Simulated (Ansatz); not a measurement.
A geometry of Cs$_{2}$InAgBr$_{6}$ away from equilibrium: step 2 of the relaxation of a relaxed Cs2InAgBr6 cell shaken by Gaussian noise of σ = 0.08 Å a coordinate. Method: r2SCAN (plane waves to 500 eV, PAW, scalar-relativistic; Ansatz, a quantum-chemistry and plane-wave program). Γ-centred k-mesh 4×4×4 on the run's cell (coarser than for final values), Fermi–Dirac smearing 0.05 eV.

```xyz
10
Lattice="-0.0215 5.5479 5.5438 5.5297 -0.0135 5.5357 5.5398 5.5500 -0.0236" Properties=species:S:1:pos:R:3:forces:R:3 pbc="T T T" free_energy=-41358.449 pressure_GPa=-0.4
Cs     8.2884     8.4383     8.3284   -0.0434   -0.0965   -0.0173
Cs     2.6451     2.8032     2.7983    0.0700   -0.0283   -0.0304
In     0.0592     0.0417    -0.0415   -0.1288   -0.1747    0.1704
Ag     5.6422     5.5491     5.5374   -0.1150    0.0653   -0.1252
Br     2.7308     5.5263     5.5857   -0.2255    0.0650   -0.0462
Br     8.3723     5.5942     5.5625    0.1744   -0.0171   -0.1019
Br     5.4943     2.7466     5.5080    0.0691   -0.1999   -0.0097
Br     5.4931     8.3599     5.4866    0.0016    0.2423    0.0150
Br     5.4106     5.5071     2.6552    0.1402    0.0602   -0.0816
Br     5.4634     5.5084     8.3398    0.0574    0.0836    0.2269
```

Positions in Å, forces in eV/Å, free energy of the cell in eV (comparable only within this code, potentials and settings). Largest force: 0.28 eV/Å, on In3 (atoms numbered as listed); the geometry lies 0.01 eV/atom above the end of its relaxation.

No spin polarisation in the result.

The cell that was disturbed is our relaxation of an entry of Materials Project.
